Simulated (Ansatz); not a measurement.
ZrTi2Ga4:
```cif
data_Ga4Ti2Zr
_chemical_formula_sum 'Zr1 Ti2 Ga4'
_space_group_name_H-M_alt 'P 1'
_space_group_IT_number 1
_cell_length_a 5.35611
_cell_length_b 5.35611
_cell_length_c 5.35611
_cell_angle_alpha 104.972
_cell_angle_beta 104.972
_cell_angle_gamma 118.901
loop_
_space_group_symop_operation_xyz
  'x, y, z'
loop_
_atom_site_label
_atom_site_type_symbol
_atom_site_fract_x
_atom_site_fract_y
_atom_site_fract_z
_atom_site_occupancy
Zr1 Zr 0.00000 0.00000 0.00000 1
Ti1 Ti 0.75000 0.25000 0.50000 1
Ti2 Ti 0.25000 0.75000 0.50000 1
Ga1 Ga 0.30500 0.30500 0.61000 1
Ga2 Ga 0.69500 0.69500 0.39000 1
Ga3 Ga 0.30500 0.69500 0.00000 1
Ga4 Ga 0.69500 0.30500 0.00000 1
```

Relaxed with r²SCAN.

Question: Which orbitals make up the states near the Fermi level in r²SCAN in the plane-wave PAW code Ansatz?

Answer: Within 0.5 eV of the Fermi level: Ti 3d 60 %, Zr 4d 21 %, Ga 4p 15 %. Projections are on Löwdin-orthogonalised atomic valence shells; empty p or d shells of many metals are not among them.

Question: Tabulate the density of states.

Answer: States/eV per cell of 7 atoms, in 0.25 eV bins, energy from the Fermi level.

```csv
E (eV),total,Ti 3d,Ga 4p,Zr 4d
-7.85,1.70,0.06,0.53,0.08
-7.60,2.19,0.08,0.66,0.11
-7.35,1.99,0.10,0.58,0.13
-7.10,2.31,0.14,0.67,0.19
-6.85,2.10,0.16,0.59,0.20
-6.60,1.38,0.11,0.39,0.13
-6.35,1.03,0.10,0.30,0.10
-6.10,0.86,0.08,0.29,0.07
-5.85,0.87,0.09,0.31,0.05
-5.60,1.10,0.14,0.39,0.07
-5.35,1.63,0.24,0.56,0.11
-5.10,1.55,0.24,0.59,0.09
-4.85,1.57,0.23,0.67,0.09
-4.60,1.47,0.21,0.70,0.08
-4.35,1.39,0.21,0.71,0.07
-4.10,1.60,0.23,0.86,0.09
-3.85,1.72,0.23,0.99,0.12
-3.60,2.08,0.28,1.22,0.18
-3.35,2.39,0.34,1.38,0.22
-3.10,2.40,0.33,1.45,0.26
-2.85,2.33,0.44,1.34,0.21
-2.60,3.81,0.88,2.09,0.39
-2.35,4.95,1.18,2.81,0.53
-2.10,4.77,1.29,2.69,0.51
-1.85,4.68,1.48,2.38,0.53
-1.60,4.90,1.45,2.40,0.70
-1.35,3.51,0.98,1.45,0.73
-1.10,3.86,1.24,1.27,1.07
-0.85,5.47,2.25,1.42,1.45
-0.60,5.47,2.80,0.97,1.41
-0.35,5.67,3.32,0.95,1.15
-0.10,4.63,2.73,0.70,1.03
0.15,3.91,2.42,0.56,0.78
0.40,3.18,2.00,0.42,0.65
0.65,1.82,1.03,0.21,0.44
0.90,3.90,2.25,0.40,0.98
1.15,3.03,1.81,0.28,0.78
1.40,6.24,4.01,0.43,1.54
1.65,4.39,2.86,0.31,1.02
1.90,3.48,2.30,0.34,0.67
2.15,6.33,4.24,0.59,1.19
2.40,8.18,5.55,0.58,1.54
2.65,8.16,5.84,0.48,1.27
2.90,5.68,2.88,0.68,1.29
3.15,9.36,3.68,1.21,2.84
3.40,6.60,2.48,1.17,1.95
3.65,3.85,1.31,0.82,1.17
3.90,3.16,0.81,0.90,0.84
4.15,3.70,0.77,1.10,0.83
4.40,3.87,0.70,1.16,0.86
```

Space group I4/mmm. The workflow started from a Materials Project entry (that database holds measured and hypothetical structures alike); the Crystallography Open Database copy checked does not list it. Whether it is the stable phase at ambient conditions was not checked. Symmetry was held in the r²SCAN relaxation; its stability against distortions is not shown here. No spin polarisation was allowed. Spin–orbit coupling is left out wherever it is not named.

Potentials: the earlier of the program's two PAW sets.
